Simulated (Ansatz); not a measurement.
## CoSn3 (Cmce): electronic heat capacity and spin susceptibility from the density of states

The calculation used DFT r2SCAN, scalar-relativistic, plane waves, PAW (Ansatz).

Settings: cutoff 500 eV, Γ-centred mesh 6×6×6 on the computed 16-atom cell, Gaussian smearing of 0.10 eV; no spin polarisation.

Relaxed cell: Cmce, a = 16.947 Å, b = 6.234 Å, c = 6.241 Å, α = 90.00°, β = 90.00°, γ = 90.00°, 16 atoms in the primitive cell. Whether it is the stable form of this composition wasn't checked.

The density of states at the Fermi level is 4.466 states/eV in the cell of 16 atoms (4 formula units; both spins, tetrahedra on a 9×9×9 mesh). Averaged over bins of 0.1 eV the density runs from 5.1 to 9.5 states/eV within 0.2 eV of the Fermi level, so the figure hangs on the exact place of that level.

Q: What Sommerfeld coefficient and Pauli susceptibility does this give?

A: Per formula unit N(E_F) = 1.116 states/eV. γ = (π²/3) k_B² N(E_F) N_A = 2.357 mJ/(mol K²) per state/eV, so γ = 2.6 mJ/(mol K²), a mole of formula units. χ_P = μ_B² N(E_F) N_A = 3.23×10⁻⁵ emu/mol per state/eV gives 3.6×10⁻⁵ emu/mol. This is the bare band result: a measured γ of the same phase is as a rule larger by a factor 1 + λ from phonons and spin fluctuations, the spin part of χ is larger by the Stoner factor, and a measured χ also holds orbital and core terms. N(E_F) at one energy is sensitive to the mesh where the density of states has sharp peaks.

A ferromagnetic start lost its moments in a first run, so spin was left out; other magnetic orders weren't tried.

Cost: 1 run of about 37 core-minutes, on Intel Xeon Processor @ 2.50GHz (Skylake/Cascade Lake) (shared hosts).